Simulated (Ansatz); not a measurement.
Rb₂NaInCl₆:
```yaml
crystal:
  lattice:
    - [0.00000, 5.22025, 5.22025]
    - [5.22025, 0.00000, 5.22025]
    - [5.22025, 5.22025, 0.00000]
  atoms:
    - { symbol: Rb, position: [0.25000, 0.25000, 0.25000] }
    - { symbol: Rb, position: [0.75000, 0.75000, 0.75000] }
    - { symbol: Na, position: [0.50000, 0.50000, 0.50000] }
    - { symbol: In, position: [0.00000, 0.00000, 0.00000] }
    - { symbol: Cl, position: [0.24093, 0.75907, 0.75907] }
    - { symbol: Cl, position: [0.75907, 0.24093, 0.24093] }
    - { symbol: Cl, position: [0.75907, 0.24093, 0.75907] }
    - { symbol: Cl, position: [0.24093, 0.75907, 0.24093] }
    - { symbol: Cl, position: [0.75907, 0.75907, 0.24093] }
    - { symbol: Cl, position: [0.24093, 0.24093, 0.75907] }
```

r²SCAN (plane waves, PAW; program Ansatz) gives a gap of 3.80 eV without spin–orbit coupling, maximum at Γ, minimum at Γ.

Problem. What happens when spin–orbit coupling is switched on?

Solution. The gap shrinks by 0.02 eV, to 3.78 eV; maximum at Γ, minimum at Γ.

Problem. How large is the spin–orbit splitting of the valence top at Γ?

Solution. The fourfold level lies 0.07 eV above the split-off pair.

Problem. Give the electron effective mass with spin–orbit coupling.

Solution. 0.46 mₑ (isotropic).

Problem. Give the hole effective mass with spin–orbit coupling, band 1 of 2 at the edge.

Solution. 3.1 along [100], 2.2 along [110], 1.8 along [111] (mₑ).

Problem. Give the hole effective mass with spin–orbit coupling, band 2 of 2 at the edge.

Solution. 1.1 along [100], 1.3 along [110], 1.4 along [111] (mₑ).

Space group Fm-3m. The workflow started from a Materials Project entry (that database holds measured and hypothetical structures alike); the Crystallography Open Database copy checked does not list it. Whether it is the stable phase at ambient conditions was not checked. The cell was relaxed with r²SCAN under the symmetry of its start; whether a distortion lowers the energy is not shown.

Potentials: the later of the program's two PAW sets.
